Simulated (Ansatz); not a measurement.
SiC:
```
SiC
1.0
    3.07896     0.00000     0.00000
   -1.53948     2.66646     0.00000
    0.00000     0.00000    20.13704
Si C
8 8
Direct
  0.33333   0.66667   0.87519
  0.66667   0.33333   0.37519
  0.33333   0.66667   0.62499
  0.66667   0.33333   0.12499
  0.00000   0.00000   0.00009
  0.00000   0.00000   0.50009
  0.66667   0.33333   0.75011
  0.33333   0.66667   0.25011
  0.33333   0.66667   0.34412
  0.66667   0.33333   0.84412
  0.66667   0.33333   0.21872
  0.33333   0.66667   0.71872
  0.00000   0.00000   0.59386
  0.00000   0.00000   0.09386
  0.33333   0.66667   0.96892
  0.66667   0.33333   0.46892
```

Relaxed with r²SCAN. r²SCAN in the plane-wave PAW code Ansatz gives a gap of 2.13 eV.

**Question.** What gap does HSE06 give on the same cell (Ansatz, PAW)?

**Answer.** 2.65 eV, 0.52 eV more. The hybrid was solved on a coarser mesh and at special points; its gap is the smallest among all of these.

```
k  v1 r²SCAN  c1 r²SCAN  v1 HSE06  c1 HSE06
-  ---------  ---------  --------  --------
Γ       0.00       5.78       ___       ___
A      -0.06       5.80       ___       ___
K      -2.25       3.70       ___       ___
H      -2.10       4.02       ___       ___
M      -1.14       2.13     -1.20      2.65
L      -1.27       2.26     -1.33      2.78
```

**Question.** Top valence (v1) and lowest conduction level (c1) in eV from each method's valence maximum (which need not be a listed point): supply the withheld HSE06 values.

**Answer.** 
- H, v1 HSE06: -2.20
- H, c1 HSE06: 4.57
- K, v1 HSE06: -2.34
- K, c1 HSE06: 4.25
- A, v1 HSE06: -0.06
- A, c1 HSE06: 6.44
- Γ, v1 HSE06: 0.00
- Γ, c1 HSE06: 6.41

Cost on shared cores: the r²SCAN run (SCF on a 10×10×2 mesh, then bands and DOS) about 5 core-minutes (a rough figure), the HSE06 run (SCF on 6×6×1, then a few points) very roughly 7 core-minutes; the tasks are unlike.

Space group P6_3mc. The workflow started from a Materials Project entry (that database holds measured and hypothetical structures alike). Its sites differ from those of the usual phase in this space group: another stacking or structure type. The r²SCAN relaxation kept the symmetry of its start; whether a distortion lowers the energy is not shown.

Potentials: the later of the program's two PAW sets.
